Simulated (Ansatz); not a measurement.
Consider the following.

A bilayer cut from bulk MoTe$_{2}$ (2H-MoS2 type, space group P6_3/mmc), in the bulk's stacking and in-plane cell, with 15 Å of vacuum. The upper layer (atoms 4 to 6) slides over the lower.

```
CELL_PARAMETERS angstrom
      3.54214     0.00000     0.00000
      1.77107     3.06758     0.00000
      0.00000     0.00000    25.67987
ATOMIC_POSITIONS crystal
  Te 0.66667 0.66667 0.29196
  Mo 0.33333 0.33333 0.36176
  Te 0.66667 0.66667 0.43168
  Te 0.33333 0.33333 0.56832
  Mo 0.66667 0.66667 0.63824
  Te 0.33333 0.33333 0.70804
```

In-plane vectors a = (3.542, 0.000) Å, b = (1.771, 3.068) Å, area 10.87 Å². The shift is s times the vector a (length 3.542 Å), so s = 1 restores the start. Atoms relax along the normal only. γ = [E(shift) − E(0)] / area.

These are r2SCAN+rVV10 (plane waves to 500 eV, PAW, scalar-relativistic; Ansatz, a program for electronic structure) values and carry that method's errors. k mesh 11×11×1 (Γ-centred), Fermi-Dirac smearing 0.05 eV. E is the zero-smearing estimate. MoTe2 is run without spin polarisation. MoTe2 was relaxed with its symmetry unable to fall. Spin-orbit coupling is left out, though Te is heavy. γ is measured from zero shift.

The scan covers s from 0.000 to 0.917 in 12 points.

Does γ have a local minimum between the ends of the line, and at which s?

No computed point is one.

At which s is γ highest?

s = 0.500.

What is the highest γ among twelve even steps of s?

104 mJ/m².

Which atoms are eclipsed at s = 0.500?

No atom directly above another.

(The slope of γ gives the shear force per area between the displaced halves; near zero shift its curvature is an elastic stiffness.)
